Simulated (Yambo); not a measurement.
# ZnO: sweep of GW parameters

G0W0@PBE for ZnO (wurtzite, space group P6_3mc, No. 186) in Yambo. Reference settings: 6×6×4 Γ-centred k mesh, bands 9 to 125 and a 10 Ry block in the screening, 125 bands in G with the Bruneval-Gonze terminator, plasmon pole fitted at 27.2 eV. The PBE gap Γ → Γ on this mesh is 0.87 eV; G0W0 gaps are taken between the same points.

```json
[
 {"change from the reference": "reference settings", "G0W0 gap Γ → Γ (eV)": "1.91", "shift of the valence edge (eV)": "-0.77", "rough Yambo cost": "1"},
 {"change from the reference": "84 bands in G", "G0W0 gap Γ → Γ (eV)": "1.93", "shift of the valence edge (eV)": "-0.79", "rough Yambo cost": "–"},
 {"change from the reference": "65 bands in W", "G0W0 gap Γ → Γ (eV)": "2.04", "shift of the valence edge (eV)": "-0.71", "rough Yambo cost": "about 1/2"},
 {"change from the reference": "1 Ry block", "G0W0 gap Γ → Γ (eV)": "3.01", "shift of the valence edge (eV)": "-1.66", "rough Yambo cost": "within a factor of two"},
 {"change from the reference": "4 Ry block", "G0W0 gap Γ → Γ (eV)": "1.84", "shift of the valence edge (eV)": "-0.84", "rough Yambo cost": "within a factor of two"},
 {"change from the reference": "no random integration", "G0W0 gap Γ → Γ (eV)": "1.88", "shift of the valence edge (eV)": "-0.62", "rough Yambo cost": "–"},
 {"change from the reference": "6×6×2 mesh", "G0W0 gap Γ → Γ (eV)": "1.83", "shift of the valence edge (eV)": "-0.71", "rough Yambo cost": "about 1/3"},
 {"change from the reference": "55 bands in G, no terminator", "G0W0 gap Γ → Γ (eV)": "1.66", "shift of the valence edge (eV)": "-0.19", "rough Yambo cost": "–"}
]
```

The reference isn't shown to be the converged limit. Costs are rough (shared machines), scaled to the same edge states, and given only for runs that recompute the screening.

Geometry of the Materials Project entry, not relaxed at this level; primitive cell a = 3.2373 Å, b = 3.2373 Å, c = 5.2221 Å, α = 90.00°, β = 90.00°, γ = 120.00°.

A shift is the quasiparticle energy of the state minus its PBE energy.
